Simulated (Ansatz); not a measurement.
How far is PAW off for ZnCu?

```
Zn Cu
1.0
     2.94500    0.00000    0.00000
     0.00000    2.94500    0.00000
     0.00000    0.00000    2.88610
Zn Cu
1 1
Cartesian
  1.4725 1.4725 1.4430
  0.0000 0.0000 0.0000
```

Atoms are numbered in the order listed.

The geometry is COD entry 9008814, unchecked; take it as a test cell. The listed cell was then made from it by scaling, straining or moving an atom.

Levels of theory: DFT, PBEsol, PAW with Ansatz's default frozen-core files, scalar-relativistic (Ansatz 0.2.0); DFT, PBEsol, all-electron PAW with datasets made for the crystal, scalar-relativistic (Ansatz 0.2.0); DFT, PBEsol, all-electron LAPW, scalar-relativistic (Ansatz 0.2.0).

For PAW: a Γ-centred 14×14×14 k mesh, Fermi–Dirac smearing of 0.05 eV, cutoff 420 eV, no spin polarisation; the PAW files were made with PBE, and the program remakes their frozen cores for this functional. The crystal-made all-electron datasets (AE datasets) take a cutoff of 300 eV at this cell. LAPW targets a basis error of 0.5 meV/atom. The Ansatz runs share mesh, smearing and spin set-up. Plane-wave (PAW) pressures include the program's estimate of the Pulay term.

Stress and pressure are positive in compression.

```csv
quantity,PAW,AE datasets,LAPW
pressure (GPa),-2.32,-2.30,-2.32
stress xx (GPa),-2.64,-2.63,-2.65
stress zz (GPa),-1.66,-1.64,-1.66
```
